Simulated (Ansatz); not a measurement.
BiRh (NiAs type, space group No. 194) under volume change, plane-wave PAW r²SCAN (Ansatz code), shape and atoms relaxed at each volume.

```json
[
 {"V (Å³/atom)": "19.126", "E − E(relaxed) (meV/atom)": "81.7", "P (GPa)": "15.24"},
 {"V (Å³/atom)": "19.757", "E − E(relaxed) (meV/atom)": "…", "P (GPa)": "…"},
 {"V (Å³/atom)": "20.387", "E − E(relaxed) (meV/atom)": "…", "P (GPa)": "…"},
 {"V (Å³/atom)": "21.018", "E − E(relaxed) (meV/atom)": "0.0", "P (GPa)": "0.00"},
 {"V (Å³/atom)": "21.648", "E − E(relaxed) (meV/atom)": "7.0", "P (GPa)": "-3.45"},
 {"V (Å³/atom)": "22.279", "E − E(relaxed) (meV/atom)": "26.4", "P (GPa)": "-6.32"},
 {"V (Å³/atom)": "22.909", "E − E(relaxed) (meV/atom)": "56.1", "P (GPa)": "-8.71"}
]
```

Task: Fill in the missing entries.

Result: 
- 19.757, E − E(relaxed) (meV/atom): 33.9
- 19.757, P (GPa): 9.19
- 20.387, E − E(relaxed) (meV/atom): 8.0
- 20.387, P (GPa): 4.17

Task: What does a third-order Birch–Murnaghan fit give for V₀, B₀ and B′?

Result: V₀ = 21.02 Å³/atom, B₀ = 126 GPa, B′ = 5.2.

Space group P6_3/mmc (NiAs type). The workflow started from a Materials Project entry (that database holds measured and hypothetical structures alike); the Crystallography Open Database files this formula in space group No. 194, but the cells were not matched. Its standing as an ambient phase is unchecked. Symmetry was held in the r²SCAN relaxation; whether a distortion lowers the energy is not shown. No spin polarisation was allowed. Scalar-relativistic: spin–orbit coupling is off unless named, which matters more the heavier the elements.

Potentials: the later of the program's two PAW sets.
